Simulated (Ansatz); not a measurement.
**Band structure of GaP**

```
CELL_PARAMETERS angstrom
0.00000 2.75301 2.75301
2.75301 0.00000 2.75301
2.75301 2.75301 0.00000
ATOMIC_POSITIONS crystal
Ga 0.00000 0.00000 0.00000
P 0.25000 0.25000 0.25000
```

Atoms are numbered in the order listed.

The conventional cell has a = 5.506 Å, b = 5.506 Å, c = 5.506 Å, α = 90.00°, β = 90.00°, γ = 90.00°. Ga (atom 1) has 4 P at 2.38 Å as nearest neighbours. Around P (atom 2) lie 4 Ga at 2.38 Å.

The cell was built from the zincblende type and relaxed in the same program, and has space group F-43m; it needn't be a known or the stable phase.

Theory: DFT, PBE, all-electron LAPW, scalar-relativistic (Ansatz 0.2.0).

Sampling and basis: a Γ-centred 13×13×13 k mesh, Fermi–Dirac smearing of 0.03 eV, basis error target 1 meV/atom, no spin polarisation.

Points in fractions of the reciprocal vectors of this cell: Γ (0, 0, 0), X (-0.5, -0.5, 0), U (-0.375, -0.375, 0.25), K (-0.375, 0, 0.375), L (0, 0, 0.5), W (-0.5, -0.25, 0.25). The path joins them by straight lines in the order Γ–X–U–K–Γ–L–W–X; legs that retrace an earlier one aren't tabulated. Energies are in eV from the top of the valence band.

(1) Metal or insulator at this level of theory?

(2) Tabulate bands 15 to 19, counted from the lowest band of the run, along the path.

Answers

(1) An insulator or semiconductor: gap 1.58 eV, direct at Γ.

(2) 
```json
{"k (1/Å)": "0.00", "point": "Γ", "band 15": "0.00", "band 16": "0.00", "band 17": "0.00", "band 18": "1.58", "band 19": "3.90"}
{"k (1/Å)": "0.29", "point": "", "band 15": "-1.57", "band 16": "-0.62", "band 17": "-0.62", "band 18": "2.85", "band 19": "3.44"}
{"k (1/Å)": "0.57", "point": "", "band 15": "-3.65", "band 16": "-1.61", "band 17": "-1.61", "band 18": "2.21", "band 19": "3.66"}
{"k (1/Å)": "0.86", "point": "", "band 15": "-5.57", "band 16": "-2.32", "band 17": "-2.32", "band 18": "1.69", "band 19": "2.55"}
{"k (1/Å)": "1.14", "point": "X", "band 15": "-6.61", "band 16": "-2.58", "band 17": "-2.58", "band 18": "1.72", "band 19": "1.85"}
{"k (1/Å)": "1.24", "point": "", "band 15": "-6.60", "band 16": "-2.74", "band 17": "-2.55", "band 18": "1.80", "band 19": "2.07"}
{"k (1/Å)": "1.34", "point": "", "band 15": "-6.56", "band 16": "-3.11", "band 17": "-2.47", "band 18": "1.89", "band 19": "2.76"}
{"k (1/Å)": "1.44", "point": "", "band 15": "-6.50", "band 16": "-3.50", "band 17": "-2.34", "band 18": "2.03", "band 19": "3.71"}
{"k (1/Å)": "1.54", "point": "U", "band 15": "-6.41", "band 16": "-3.78", "band 17": "-2.16", "band 18": "2.22", "band 19": "4.75"}
{"k (1/Å)": "1.72", "point": "", "band 15": "-6.34", "band 16": "-3.75", "band 17": "-2.37", "band 18": "2.90", "band 19": "5.22"}
{"k (1/Å)": "1.89", "point": "", "band 15": "-6.30", "band 16": "-3.63", "band 17": "-2.63", "band 18": "4.05", "band 19": "4.74"}
{"k (1/Å)": "2.07", "point": "", "band 15": "-6.34", "band 16": "-3.75", "band 17": "-2.37", "band 18": "2.90", "band 19": "5.22"}
{"k (1/Å)": "2.24", "point": "K", "band 15": "-6.41", "band 16": "-3.78", "band 17": "-2.16", "band 18": "2.22", "band 19": "4.75"}
{"k (1/Å)": "2.55", "point": "", "band 15": "-5.74", "band 16": "-3.60", "band 17": "-1.43", "band 18": "2.93", "band 19": "5.86"}
{"k (1/Å)": "2.85", "point": "", "band 15": "-4.18", "band 16": "-2.34", "band 17": "-0.64", "band 18": "3.17", "band 19": "4.94"}
{"k (1/Å)": "3.15", "point": "", "band 15": "-1.96", "band 16": "-0.79", "band 17": "-0.14", "band 18": "2.64", "band 19": "4.07"}
{"k (1/Å)": "3.45", "point": "Γ", "band 15": "0.00", "band 16": "0.00", "band 17": "0.00", "band 18": "1.58", "band 19": "3.90"}
{"k (1/Å)": "3.70", "point": "", "band 15": "-1.62", "band 16": "-0.22", "band 17": "-0.22", "band 18": "2.29", "band 19": "4.23"}
{"k (1/Å)": "3.95", "point": "", "band 15": "-3.81", "band 16": "-0.63", "band 17": "-0.63", "band 18": "2.05", "band 19": "4.73"}
{"k (1/Å)": "4.19", "point": "", "band 15": "-5.63", "band 16": "-0.96", "band 17": "-0.96", "band 18": "1.71", "band 19": "4.79"}
{"k (1/Å)": "4.44", "point": "L", "band 15": "-6.46", "band 16": "-1.07", "band 17": "-1.07", "band 18": "1.59", "band 19": "4.72"}
{"k (1/Å)": "4.64", "point": "", "band 15": "-6.39", "band 16": "-1.91", "band 17": "-1.28", "band 18": "2.38", "band 19": "4.47"}
{"k (1/Å)": "4.85", "point": "", "band 15": "-6.27", "band 16": "-3.08", "band 17": "-1.85", "band 18": "3.37", "band 19": "4.32"}
{"k (1/Å)": "5.05", "point": "", "band 15": "-6.30", "band 16": "-3.63", "band 17": "-2.63", "band 18": "4.05", "band 19": "4.74"}
{"k (1/Å)": "5.25", "point": "W", "band 15": "-6.42", "band 16": "-3.43", "band 17": "-3.27", "band 18": "4.70", "band 19": "4.73"}
{"k (1/Å)": "5.39", "point": "", "band 15": "-6.45", "band 16": "-3.32", "band 17": "-3.19", "band 18": "3.86", "band 19": "3.97"}
{"k (1/Å)": "5.53", "point": "", "band 15": "-6.52", "band 16": "-3.04", "band 17": "-2.96", "band 18": "2.80", "band 19": "2.93"}
{"k (1/Å)": "5.68", "point": "", "band 15": "-6.58", "band 16": "-2.72", "band 17": "-2.70", "band 18": "2.02", "band 19": "2.15"}
{"k (1/Å)": "5.82", "point": "X", "band 15": "-6.61", "band 16": "-2.58", "band 17": "-2.58", "band 18": "1.72", "band 19": "1.85"}
```
